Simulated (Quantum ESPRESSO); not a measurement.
```xyz
5
Lattice="4.7988 0.0000 0.0000 0.0000 5.8423 0.0000 0.0000 0.0000 5.8423" Properties=species:S:1:pos:R:3 pbc="T T T"
Cs     0.0000     0.0000     0.0000
Pb     2.3994     2.9211     2.9211
F      0.0000     2.9211     2.9211
Cl     2.3994     0.0000     2.9211
Cl     2.3994     2.9211     0.0000
```
The cell was made here from a computed Materials Project entry: one of 3 Cl replaced by F, cell and atoms relaxed (PBE without dispersion, pw.x of a modified build of Quantum ESPRESSO, symmetry kept). The parent is CsPbCl3 in Pm-3m. The swapped cell is a model, not a known phase. Stability against distortions was not tested.

A lattice sum over point charges, one formal value an element (Cs +1, Pb +2, Cl -1, F -1), with no Sternheimer factor, costs far less than a self-consistent run. Taken along the main axis of each site's self-consistent tensor, it gives:

```tsv
site	V along that axis, point charges (a.u.)
Cs (atom 1)	0.001
Pb (atom 2)	-0.018
F (atom 3)	0.071
Cl (atoms 4, 5)	0.027
```

Question: How do the values of a PBE PAW density (pw.x of Quantum ESPRESSO, JTH datasets) with the all-electron reconstruction of Petrilli and co-workers compare?

Answer: 
```tsv
site	Vzz, PAW (a.u.)	PAW over point charges
Cs	0.090	–
Pb	-0.593	32
F	0.658	9.2
Cl	0.752	28
```
  Cores are frozen. Against all-electron runs on small test molecules, this scheme's |Vzz| missed by −6 to +4 % (−29 % in KF) on F, −3 to −9 % on Cl. Cs, Pb had no test against all-electron runs. Spin–orbit coupling is left out, a limit on Cs, Pb.
